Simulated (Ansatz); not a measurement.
YNbN₃ (cubic perovskite, Pm-3m) under volume change, PBEsol (plane waves, PAW; program Ansatz), scaled uniformly.

```json
[
 {"V (Å³/atom)": "11.743", "E − E(relaxed) (meV/atom)": "79.0", "P (GPa)": "23.75"},
 {"V (Å³/atom)": "12.131", "E − E(relaxed) (meV/atom)": "33.1", "P (GPa)": "14.52"},
 {"V (Å³/atom)": "12.518", "E − E(relaxed) (meV/atom)": "7.8", "P (GPa)": "6.63"},
 {"V (Å³/atom)": "12.905", "E − E(relaxed) (meV/atom)": "0.0", "P (GPa)": "0.00"},
 {"V (Å³/atom)": "13.292", "E − E(relaxed) (meV/atom)": "7.0", "P (GPa)": "-5.70"},
 {"V (Å³/atom)": "13.679", "E − E(relaxed) (meV/atom)": "26.9", "P (GPa)": "-10.69"},
 {"V (Å³/atom)": "14.066", "E − E(relaxed) (meV/atom)": "58.2", "P (GPa)": "-15.07"}
]
```

Q: What does a third-order Birch–Murnaghan fit give for V₀, B₀ and B′?

A: V₀ = 12.90 Å³/atom, B₀ = 207 GPa, B′ = 4.1.

The start of the workflow was typed in or built on a structure type; neither database checked (COD, Materials Project) lists it. Its standing as an ambient phase is unchecked. Symmetry was held in the PBEsol relaxation. At this level the phase is dynamically unstable (imaginary phonons). The workflow began spin-polarised and lost its moments.

Potentials: the earlier of the program's two PAW sets. The files were generated under PBE; for other functionals the program regenerates the frozen cores, and for LDA and PBEsol the local potential too.
